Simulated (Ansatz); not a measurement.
The slice is one period of a {100} plane through atoms; its size isn't given.

These are PBE (plane waves to 420 eV, PAW, scalar-relativistic; Ansatz, a quantum-chemistry and plane-wave program) values and carry that method's errors. Near the nuclei the fields are pseudised (PAW); where an atom keeps semicore shells as valence, they peak there.

```
|@@@@%#*+==-------------==+*#%@@@|
|@@@%%#*+==-------------==+*#%%@@|
|@@%%#**+=-----:::::-----=+**#%%@|
|%%%##*+==---:::::::::---==+*##%%|
|###**+==---:::::::::::---==+**##|
|****+==---:::::::::::::---==+***|
|++++==---:::::::::::::::---==+++|
|=====---::::.........::::---====|
|===----:::.............:::----==|
|------:::...............:::-----|
|-----::::....       ....::::----|
|----::::....         ....::::---|
|----::::...           ...::::---|
|---:::::...           ...:::::--|
|---:::::...           ...:::::--|
|---:::::...           ...:::::--|
|---:::::...           ...:::::--|
|---:::::...           ...:::::--|
|----::::...           ...::::---|
|----::::....         ....::::---|
|-----::::....       ....::::----|
|------:::...............:::-----|
|===----:::.............:::----==|
|=====---::::.........::::---====|
|++++==---:::::::::::::::---==+++|
|****+==---:::::::::::::---==+***|
|###**+==---:::::::::::---==+**##|
|%%%##*+==---:::::::::---==+*##%%|
|@@%%#**+=-----:::::-----=+**#%%@|
|@@@%%#*+==-------------==+*#%%@@|
|@@@@%#*+==-------------==+*#%@@@|
|@@@@%#*+==-------------==+*#%@@@|
```
Scale: ten equal steps from -2.02 (start of ' ') to 1.42 (end of '@'), in the order ' .:-=+*#%@'. Values: log₁₀ of the valence density in e/Å³. The map has 32 points along u (one character each, u = 0 at the left) and 32 along v (v = 0 in the bottom row). The scale is logarithmic, as a density can span decades between atoms and voids.

```
|xxxx@%*=-::-=+##%##+=-::-=*%@xxx|
|xxxx@#*=-::-=+*###*+=-::-=*#@xxx|
|xxx@%#+=:::--+*****+--:::=+#%@xx|
|@@@%#*=-::::-=++*++=-::::-=*#%@@|
|%%##*=-:::::--=====--:::::-=*##%|
|***+=--:::::::-----:::::::--=+**|
|====-::::....:::::::....::::-===|
|---:::::.................:::::--|
|:::::::....    ...    ....::::::|
|:::::::...             ...::::::|
|----:::..               ..:::---|
|===---:..               ..:---==|
|++++=-::.               .::-=+++|
|##**+=-:.               .:-=+**#|
|###*+=-:..             ..:-=+*##|
|%%#**=-:..             ..:-=**#%|
|###*+=-:..             ..:-=+*##|
|##**+=-:.               .:-=+**#|
|++++=-::.               .::-=+++|
|===---:..               ..:---==|
|----:::..               ..:::---|
|:::::::...             ...::::::|
|:::::::....    ...    ....::::::|
|---:::::.................:::::--|
|====-::::....:::::::....::::-===|
|***+=--:::::::-----:::::::--=+**|
|%%##*=-:::::--=====--:::::-=*##%|
|@@@%#*=-::::-=++*++=-::::-=*#%@@|
|xxx@%#+=:::--+*****+--:::=+#%@xx|
|xxxx@#*=-::-=+*###*+=-::-=*#@xxx|
|xxxx@%*=-::-=+##%##+=-::-=*%@xxx|
|xxxx@%*=-::-=+##%##+=-::-=*%@xxx|
```
Scale: ten equal steps from 0.01 (start of ' ') to 0.57 (end of '@'), in the order ' .:-=+*#%@'. Values: electron localisation function (ELF). The map has 32 points along u (one character each, u = 0 at the left) and 32 along v (v = 0 in the bottom row). Points within 0.5 Å of a nucleus are blanked (x), as the pseudised field means little there.

**Question.** Which relaxed crystal do these maps come from?
(A) BAs (zinc blende)
(B) CdS (zinc blende)
(C) AlAs (zinc blende)
(D) BP (zinc blende)

**Answer.** B, CdS (zinc blende). Atoms on the slice: Cd at (0.00, 0.00)

All were relaxed with their symmetry unable to fall.
